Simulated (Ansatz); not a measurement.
VSi:
```
CELL_PARAMETERS angstrom
      0.00000     2.99774     2.99774
      2.99774     0.00000     2.99774
      2.99774     2.99774     0.00000
ATOMIC_POSITIONS crystal
  V  0.00000 0.00000 0.00000
  Si 0.25000 0.25000 0.25000
  V  0.50000 0.50000 0.50000
  Si 0.75000 0.75000 0.75000
```
Starting moments (μB, in the order of the atoms V Si V Si): 1.8 0.0 -1.8 0.0.

Relaxed with PBE. Special points in fractions of this cell's reciprocal vectors: Γ (0.000, 0.000, 0.000); X (0.500, 0.000, 0.500); U (0.625, 0.250, 0.625); K (0.375, 0.375, 0.750); L (0.500, 0.500, 0.500); W (0.500, 0.250, 0.750).

### Question
List the band energies nearest the Fermi level at these points for plane-wave PAW PBE (Ansatz code).

### Answer
In eV from the Fermi level; about four levels below and three above (degenerate sets whole), none deeper than 8.9 eV; points with the same levels are listed once.

```tsv
k	below	above
Γ ↑	-4.71 -4.71 -4.71 -2.98 -2.15 -2.15	1.31 1.31 1.31
X ↑	-2.11 -1.16 -1.10 -1.10	0.47 0.47 1.41
U ↑	-1.80 -1.12 -0.96 -0.89	0.40 0.46 0.97
L ↑	-1.79 -0.99 -0.58 -0.58	0.59 0.59 2.87
W ↑	-2.36 -2.36 -1.12 -0.99 -0.92	0.26 0.79 0.79
```

Space group Pm-3m (CsCl type). The cell is a constructed one: a structure type filled with these elements; neither database checked (COD, Materials Project) lists it. Its standing as an ambient phase is unchecked. The PBE relaxation kept the symmetry of its start, as lowered by the spin order. At this level the phase is mechanically unstable. Magnetic state: antiferromagnetic, chosen from 3 collinear starts compared on coarse meshes (ties went to the first, and starts can fall back to one state), not a proven ground state. Point labels and valley counts follow the cell and symmetry of the run, lower than the named group.

Potentials: the later of the program's two PAW sets.
